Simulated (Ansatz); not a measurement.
AlIr (rock salt), relaxed with PBE (Ansatz, a program for electronic structure, plane waves, PAW): a = b = c = 5.049 Å, α = β = γ = 90.00°.

- ΔH_f (eV/atom) = -0.03
- B₀ by P(V) fit (GPa) = 155

**Question.** The same phase is relaxed and computed with r²SCAN in the same code. What are the cell and these values now?

**Answer.** a = b = c = 5.007 Å, α = β = γ = 90.00°.

- ΔH_f (eV/atom): -0.04
- B₀ by P(V) fit (GPa): 167

Typed or built starts, not in the databases checked: AlIr, rock salt. Unstable at this level: AlIr, rock salt with r²SCAN. All cells were relaxed under the symmetry of their starts (and spin orders); stability against distortions was not tested throughout. Rows with no word on spin ran without spin polarisation. Spin–orbit coupling is left out wherever it is not named.

Potentials: the earlier of the program's two PAW sets.

Ansatz is a plane-wave DFT program.

Formation energies count from the lowest solids of the elements computed at the same level, not from gases.
